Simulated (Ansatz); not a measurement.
NbN (rock salt)

```
CELL_PARAMETERS angstrom
      0.00000     2.21065     2.21065
      2.21065     0.00000     2.21065
      2.21065     2.21065     0.00000
ATOMIC_POSITIONS crystal
  N  0.00000 0.00000 0.00000
  Nb 0.50000 0.50000 0.50000
```

The slice is a {100} plane (indices of the conventional cell) through the point (0.000, 0.000, 0.000) (fractional), spanned by u = [100] and v = [0 1 -1] in vectors of this cell: u (3.13 Å) and v (3.13 Å, at 90° to u). It covers one period; positions are fractions (u, v).

Calculation: PBE (plane waves to 420 eV, PAW, scalar-relativistic; Ansatz, an electronic-structure program). k mesh 18×18×18. These are valence fields of a PAW run, semicore shells included where kept as valence: close to a nucleus they are smooth pseudo fields. NbN is run without spin polarisation. NbN was relaxed with its symmetry unable to fall. This is a high-temperature form of NbN.

### Question
What is the valence density on the shortest N–Nb line in this plane (2.21 Å), at its minimum between the atoms?

### Answer
0.53 e/Å³.

### Question
What is the ELF at the density minimum of the shortest N–Nb line in this plane (2.21 Å)?

### Answer
0.2.

### Question
Predict the map of the electron localisation function (ELF) on the slice.

### Answer
```
|xxxxxx@@@@@@**--..      ..--**@@@@@@xxxx|
|xxxx%%@@@@%%==..          ..==%%@@@@%%xx|
|%%@@@@@@%%++::              ::++%%@@@@@@|
|@@@@@@%%**::    ..::--::..    ::**%%@@@@|
|@@@@%%++::    ::++######++::    ::++%%@@|
|##**==::    ::**%%@@@@@@%%**::    ::==**|
|==--..    ::**%%@@@@@@@@@@%%**::    ..--|
|....    ..++%%@@%%xxxxxx%%@@%%++..    ..|
|        ::##@@@@xxxxxxxxxx@@@@##::      |
|        --##@@@@xxxxxxxxxx@@@@##--      |
|        ::##@@@@xxxxxxxxxx@@@@##::      |
|....    ..++%%@@%%xxxxxx%%@@%%++..    ..|
|==--..    ::**%%@@@@@@@@@@%%**::    ..--|
|##**==::    ::**%%@@@@@@%%**::    ::==**|
|@@@@%%++::    ::++######++::    ::++%%@@|
|@@@@@@%%**::    ..::--::..    ::**%%@@@@|
|%%@@@@@@%%++::              ::++%%@@@@@@|
|xxxx%%@@@@%%==..          ..==%%@@@@%%xx|
|xxxxxx@@@@@@**--..      ..--**@@@@@@xxxx|
|xxxxxx%%@@@@##==..      ..==##@@@@%%xxxx|
```
Scale: ten equal steps from 0.14 (start of ' ') to 0.81 (end of '@'), in the order ' .:-=+*#%@'. Values: electron localisation function (ELF). The map has 20 points along u (two characters each, u = 0 at the left) and 20 along v (v = 0 in the bottom row). Points within 0.4 Å of a nucleus are blanked (x), as the pseudised field means little there.
